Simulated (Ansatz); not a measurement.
**Notes on YIr₂**

```
CELL_PARAMETERS angstrom
0.00000 3.77803 3.77803
3.77803 0.00000 3.77803
3.77803 3.77803 0.00000
ATOMIC_POSITIONS crystal
Y 0.00000 0.00000 0.00000
Y 0.25000 0.25000 0.25000
Ir 0.62500 0.62500 0.62500
Ir 0.12500 0.62500 0.62500
Ir 0.62500 0.62500 0.12500
Ir 0.62500 0.12500 0.62500
```

Single point in Ansatz 0.2.0 with PBEsol, no spin polarisation. Cutoff 420 eV, PAW datasets, 8×8×8 Γ-centred k mesh, fermi-dirac filling (width 0.1 eV).

(1) Are the atoms at rest?

(2) Give the Bader charges.

(3) What do density and ELF say about some of the short contacts?

(4) Is it stable against the elements?

(5) Is there a gap?

(6) What does the stress say?

Origin: a database entry at a rescaled volume.

## Answers

(1) The forces vanish by the symmetry of the sites.

(2) Bader charges in e: Y +1.63, Ir -0.81. In the mean Y gives up most and Ir takes most.

(3) Ir–Ir at 2.67 Å: least valence density 0.48 e/Å³ and ELF 0.36 there. Y–Ir at 3.13 Å: least valence density 0.19 e/Å³ and ELF 0.14 there. Y–Y at 3.27 Å: least valence density 0.09 e/Å³ and ELF 0.04 there. Both are smooth PAW fields, read partly inside the augmentation spheres.

(4) -0.78 eV an atom against the elements' usual phases (free molecules for gases, crystals otherwise, with no correction for O₂ or N₂), so it is bound against them; other compounds may still compete. Relaxing would lower it.

(5) It is a metal, with about 4.2 states/eV a cell as the mean within 0.25 eV of the Fermi level, mostly Ir d (74 %) and Y d (18 %).

(6) The pressure is -5.0 GPa (compression positive), so with the atoms held at these fractions the cell would first shrink.
